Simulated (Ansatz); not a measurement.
# ZnCu: is the k mesh converged?

ZnCu in the CsCl structure, in a typed cell, not relaxed.

```
Cu Zn
1.0
     2.96000    0.00000    0.00000
     0.00000    2.96000    0.00000
     0.00000    0.00000    2.96000
Cu Zn
1 1
Direct
  0.00000 0.00000 0.00000
  0.50000 0.50000 0.50000
```

Computed with Ansatz (plane-wave DFT, scalar-relativistic): PBE; Ansatz hand-made PAW at 700 eV; k mesh 6×6×6; Fermi–Dirac smearing of 0.1 eV; no spin. Phonons (finite displacements in cells commensurate with each q) are harmonic and in cm⁻¹; i marks an unstable mode. Zone-centre lists hold the optical modes without the non-analytic term.

Caveats: coarse k mesh.

At 12.97 Å³ an atom it gives top Γ mode (cm⁻¹) 191; lowest mode at q = [0.5, 0.5, 0.5] (cm⁻¹) 142; top mode at q = [0.5, 0.5, 0.5] (cm⁻¹) 164.

**Question.** Repeat on 8×8×8. Do the numbers hold?

**Answer.** 
```csv
k mesh,cutoff (eV),volume (Å³/atom),top Γ mode (cm⁻¹),"lowest mode at q = [0.5, 0.5, 0.5] (cm⁻¹)","top mode at q = [0.5, 0.5, 0.5] (cm⁻¹)"
8×8×8,700,12.97,195,132,158
```

Not yet: the lowest mode at q = [0.5, 0.5, 0.5] moves by about 10 cm⁻¹ between the meshes.
